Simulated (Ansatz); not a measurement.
A plane-wave DFT run in Ansatz 0.2.0 (scalar-relativistic PAW potentials unless the input names others): input and command.

```yaml
crystal:
  lattice:
    - [0.0, 2.6694665044, 2.6694665044]
    - [2.6694665044, 0.0, 2.6694665044]
    - [2.6694665044, 2.6694665044, 0.0]
  atoms:
    - { symbol: Zn, position: [0.0, 0.0, 0.0] }
    - { symbol: Se, position: [0.75, 0.75, 0.75] }
basis:
  ecutwfc: 420
kpoints:
  mp_grid: { grid: [8, 8, 8] }
hamiltonian:
  xc: lda
scf:
  occupations: { method: fixed }
  max_iter: 75
output:
  forces: true
  eigenvalues: true
  stress: true
ecutwfc: 400
```

```bash
ansatz run input.yaml --threads 1 --pin off --max-ram 3072MiB --backend cpu --events-out ev --progress --plain --runs-dir out
```

Q: Will this input run?

A: The program refuses it, because of a keyword of another program (ecutwfc: not typed → 400). Without that key it is accepted.

Abridged log:
```
Error: YAML parse error: error: line 22 column 1: unknown field `ecutwfc`, expected one of crystal, accuracy, basis, kpoints, hamiltonian, magnetization, projection, total_charge, correlation, batch, efield, external_charges, scf, relax, neb, saddle, md, ramp, phonons, dielectric, real_time, elastic, magnetic_configurations, gw, evaluate, workflow, output, checkpoint, execution
  --> <input>:22:1
   |
20 |   eigenvalues: true
21 |   stress: true
22 | ecutwfc: 400
   | ^ unknown field `ecutwfc`, expected one of crystal, accuracy, basis, kpoints, hamiltonian, magnetization, projection, total_charge, correlation, batch, efield, external_charges, scf, relax, neb, saddle, md, ramp, phonons, dielectric, real_time, elastic, magnetic_configurations, gw, evaluate, workflow, output, checkpoint, execution
```